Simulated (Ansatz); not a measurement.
Data:

C:
```yaml
crystal:
  lattice:
    - [0.00000, 1.78577, 1.78577]
    - [1.78577, 0.00000, 1.78577]
    - [1.78577, 1.78577, 0.00000]
  atoms:
    - { symbol: C, position: [0.50000, 0.50000, 0.50000] }
    - { symbol: C, position: [0.75000, 0.75000, 0.75000] }
```

This is the PBE-relaxed structure.

**Question.** All from PBE (plane waves, PAW; program Ansatz), unless another level is named. Estimate the band gap.

**Answer.** 4.13 eV (indirect).

**Question.** Predict the smallest direct gap on the standard path.

**Answer.** 5.58 eV.

**Question.** What about the conduction-band minimum?

**Answer.** on the Γ–X line, 73 % of the way from Γ (6 equivalent valleys).

Space group Fd-3m (diamond). The cell was relaxed with PBE under the symmetry of its start.

Potentials: the later of the program's two PAW sets.
